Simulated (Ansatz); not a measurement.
All cells below were computed with r2SCAN (plane-wave PAW, Ansatz 0.2.0, no spin polarisation, atoms fixed as given).

**Question.** Which of them gave these results: no gap, pressure -1.3 GPa, largest force 1.39 eV/Å, largest positive Bader charge +2.59 e?
A.
GaB2Os3 (500 eV, 7×7×11 mesh on the cell that ran, as a rule the primitive one, gaussian 0.0513 eV)
```
B Os Ga
1.0
     5.34569    0.00000    0.00000
    -2.67285    4.62951    0.00000
     0.00000    0.00000    3.00260
B Os Ga
2 3 1
Direct
  0.33330 0.66670 0.00000
  0.66660 0.33330 0.00000
  0.50000 0.00000 0.50000
  0.50000 0.50000 0.50000
  0.00000 0.50000 0.50000
  0.00000 0.00000 0.00000
```
B.
Ti2AgSb3 (500 eV, 9×9×4 mesh on the cell that ran, as a rule the primitive one, fermi-dirac 0.1 eV)
Space group P-4m2 (No. 115). a = 3.991 Å, b = 3.991 Å, c = 8.792 Å, α = 90.00°, β = 90.00°, γ = 90.00°
| atom | site | symmetry | x | y | z |
| --- | --- | --- | --- | --- | --- |
| Sb | 2g | 2mm. | 0.0000 | 0.5000 | 0.3835 |
| Ti | 2g | 2mm. | 0.0000 | 0.5000 | 0.7315 |
| Sb | 1b | -4m2 | 0.5000 | 0.5000 | 0.0000 |
| Ag | 1a | -4m2 | 0.0000 | 0.0000 | 0.0000 |
C.
Ba2HfReO6 (500 eV, 6×6×6 mesh on the cell that ran, as a rule the primitive one, tetrahedron)
Space group Fm-3m (No. 225). a = 8.212 Å, b = 8.212 Å, c = 8.212 Å, α = 90.00°, β = 90.00°, γ = 90.00°
```csv
atom,site,symmetry,x,y,z
Ba,8c,-43m,0.2500,0.7500,0.7500
Hf,4b,m-3m,0.5000,0.0000,0.0000
O,24e,4m.m,0.2500,0.0000,0.0000
Re,4a,m-3m,0.0000,0.0000,0.0000
```

**Answer.** C. The others gave GaB2Os3: no gap, 8.3 GPa; Ti2AgSb3: no gap, -7.8 GPa.

Origins: Ba2HfReO6, a known structure type with other elements, at an estimated volume; GaB2Os3, a known structure type with other elements, at an estimated volume; Ti2AgSb3, a known structure type with other elements, at an estimated volume. Caveats for one or more cells: empty levels are not fully converged; many states at the Fermi level without spin polarisation, so a magnetic state may lie lower; the Fermi level lies in a narrow band between gaps, which spin or distortion may split; correlation that this level lacks may open a gap in such a compound.
